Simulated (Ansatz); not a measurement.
# YTiGe under strain

All numbers below come from Ansatz 0.2.0, DFT r2SCAN, scalar-relativistic, plane waves, PAW. Settings: 500 eV cutoff, 10×10×6 k-mesh, Gaussian smearing of 0.10 eV, no spin polarisation.

Reference structure (relaxed):

```yaml
crystal:
  lattice:
    - [4.05599, 0.00000, 0.00000]
    - [0.00000, 4.05599, 0.00000]
    - [0.00000, 0.00000, 7.65865]
  atoms:
    - { symbol: Y, position: [0.50000, 0.00000, 0.65804] }
    - { symbol: Y, position: [0.00000, 0.50000, 0.34196] }
    - { symbol: Ti, position: [0.00000, 0.00000, 0.00000] }
    - { symbol: Ti, position: [0.50000, 0.50000, 0.00000] }
    - { symbol: Ge, position: [0.50000, 0.00000, 0.24306] }
    - { symbol: Ge, position: [0.00000, 0.50000, 0.75694] }
```

Deformation: uniaxial strain along c, with the lengths of a and b and the atoms relaxed and the angles held, all within the symmetry that the strain leaves. Energies are extrapolated to zero smearing.

(1) Give the structure at +1.0 %.

Results:

(1)
```yaml
crystal:
  lattice:
    - [4.04711, 0.00000, 0.00000]
    - [0.00000, 4.04711, 0.00000]
    - [0.00000, 0.00000, 7.73524]
  atoms:
    - { symbol: Y, position: [0.50000, 0.00000, 0.65915] }
    - { symbol: Y, position: [0.00000, 0.50000, 0.34085] }
    - { symbol: Ti, position: [0.00000, 0.00000, 0.00000] }
    - { symbol: Ti, position: [0.50000, 0.50000, 0.00000] }
    - { symbol: Ge, position: [0.50000, 0.00000, 0.24240] }
    - { symbol: Ge, position: [0.00000, 0.50000, 0.75760] }
```
Space group P4/nmm (129), 0.6 meV/atom over the relaxed crystal.

Cost: 4 runs of about 19 core-minutes in all, on Arm Neoverse V1 (shared hosts).